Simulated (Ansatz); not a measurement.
P (diamond, Fd-3m) under volume change, the program Ansatz at the PBEsol level (PAW), scaled uniformly.

```json
[
 {"V (Å³/atom)": "17.719", "E − E(relaxed) (meV/atom)": "27.5", "P (GPa)": "5.47"},
 {"V (Å³/atom)": "18.304", "E − E(relaxed) (meV/atom)": "11.6", "P (GPa)": "3.27"},
 {"V (Å³/atom)": "18.888", "E − E(relaxed) (meV/atom)": "2.7", "P (GPa)": "1.52"},
 {"V (Å³/atom)": "19.472", "E − E(relaxed) (meV/atom)": "0.0", "P (GPa)": "0.00"},
 {"V (Å³/atom)": "20.056", "E − E(relaxed) (meV/atom)": "2.7", "P (GPa)": "-1.42"},
 {"V (Å³/atom)": "20.640", "E − E(relaxed) (meV/atom)": "10.0", "P (GPa)": "-2.52"},
 {"V (Å³/atom)": "21.224", "E − E(relaxed) (meV/atom)": "21.0", "P (GPa)": "-3.51"}
]
```

### Question
What does a third-order Birch–Murnaghan fit give for V₀, B₀ and B′?

### Answer
V₀ = 19.45 Å³/atom, B₀ = 48.2 GPa, B′ = 4.1.

The start of the workflow was typed in or built on a structure type; neither database checked (COD, Materials Project) lists it. It is not the phase usual at ambient conditions (space group No. 64). The cell was relaxed with PBEsol under the symmetry of its start. At this level the phase is mechanically unstable.

Potentials: the later of the program's two PAW sets.
